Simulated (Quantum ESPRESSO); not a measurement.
Band energies of CdZnS2

```xyz
4
Lattice="3.9281 0.0000 0.0000 0.0000 3.9281 0.0000 0.0000 0.0000 5.6524" Properties=species:S:1:pos:R:3 pbc="T T T"
S      1.9641     0.0000     1.5569
S      0.0000     1.9641     4.0956
Zn     0.0000     0.0000     2.8262
Cd     1.9641     1.9641     0.0000
```

norm-conserving PBEsol (Quantum ESPRESSO, 102 Ry, scalar-relativistic); path ΓXMΓZRAZ,XR,MA; energies in eV from the valence-band maximum.

| k (1/Å) | point | band 22 | band 23 | band 24 | band 25 | band 26 | band 27 | band 28 | band 29 |
|---|---|---|---|---|---|---|---|---|---|
| 0.00 | Γ | -2.19 | -2.19 | -0.18 | 0.00 | 0.00 | 1.38 | 3.40 | 4.09 |
| 0.34 |  | -2.95 | -1.89 | -1.62 | -0.65 | -0.14 | 2.76 | 3.87 | 5.25 |
| 0.80 | X | -3.65 | -2.64 | -2.22 | -1.14 | -0.66 | 4.19 | 4.64 | 5.85 |
| 1.26 |  | -3.72 | -2.40 | -2.20 | -2.11 | -1.72 | 3.87 | 4.01 | 4.54 |
| 1.60 | M | -3.99 | -2.29 | -2.15 | -2.15 | -2.04 | 3.23 | 3.23 | 3.77 |
| 2.01 |  | -3.22 | -2.67 | -2.49 | -1.63 | -1.51 | 3.68 | 4.28 | 4.77 |
| 2.42 |  | -2.51 | -2.46 | -1.21 | -0.52 | -0.42 | 2.72 | 4.21 | 4.85 |
| 2.73 | Γ | -2.19 | -2.19 | -0.18 | 0.00 | 0.00 | 1.38 | 3.40 | 4.09 |
| 3.18 |  | -2.05 | -1.62 | -1.62 | -0.76 | -0.76 | 3.43 | 3.87 | 4.29 |
| 3.29 | Z | -2.59 | -1.50 | -1.50 | -0.91 | -0.91 | 3.81 | 3.81 | 4.54 |
| 3.59 |  | -3.16 | -1.39 | -1.29 | -1.10 | -0.81 | 3.64 | 4.04 | 5.43 |
| 3.89 |  | -4.41 | -1.19 | -1.03 | -0.93 | -0.65 | 3.05 | 3.32 | 6.18 |
| 4.09 | R | -4.87 | -1.14 | -0.94 | -0.85 | -0.61 | 2.88 | 3.02 | 6.30 |
| 4.29 |  | -4.76 | -1.65 | -1.21 | -0.96 | -0.95 | 3.46 | 3.49 | 6.28 |
| 4.69 |  | -4.03 | -2.87 | -2.70 | -2.06 | -1.95 | 5.11 | 5.20 | 5.39 |
| 4.89 | A | -3.81 | -2.69 | -2.63 | -2.63 | -2.49 | 5.37 | 5.37 | 5.47 |
| 4.98 |  | -3.86 | -2.82 | -2.74 | -2.43 | -2.26 | 5.30 | 5.32 | 5.47 |
| 5.36 |  | -4.02 | -2.67 | -2.44 | -1.29 | -0.88 | 4.29 | 4.73 | 6.02 |
| 5.73 |  | -3.10 | -1.76 | -1.55 | -0.94 | -0.79 | 3.99 | 4.27 | 5.11 |
| 6.02 | Z | -2.59 | -1.50 | -1.50 | -0.91 | -0.91 | 3.81 | 3.81 | 4.54 |
| 6.02 | X | -3.65 | -2.64 | -2.22 | -1.14 | -0.66 | 4.19 | 4.64 | 5.85 |
| 6.35 |  | -4.55 | -1.45 | -1.29 | -1.14 | -0.63 | 3.33 | 3.53 | 6.01 |
| 6.57 | R | -4.87 | -1.14 | -0.94 | -0.85 | -0.61 | 2.88 | 3.02 | 6.30 |
| 6.57 | M | -3.99 | -2.29 | -2.15 | -2.15 | -2.04 | 3.23 | 3.23 | 3.77 |
| 6.68 |  | -3.97 | -2.31 | -2.20 | -2.20 | -2.10 | 3.37 | 3.37 | 3.90 |
| 7.13 | A | -3.81 | -2.69 | -2.63 | -2.63 | -2.49 | 5.37 | 5.37 | 5.47 |

The PBEsol gap is direct, 1.38 eV at Γ.

Spin-orbit splittings are left out.

Geometry relaxed with PBEsol.

The structure is a Materials Project entry; no match was found in the copy of COD used, and its stability was not checked.
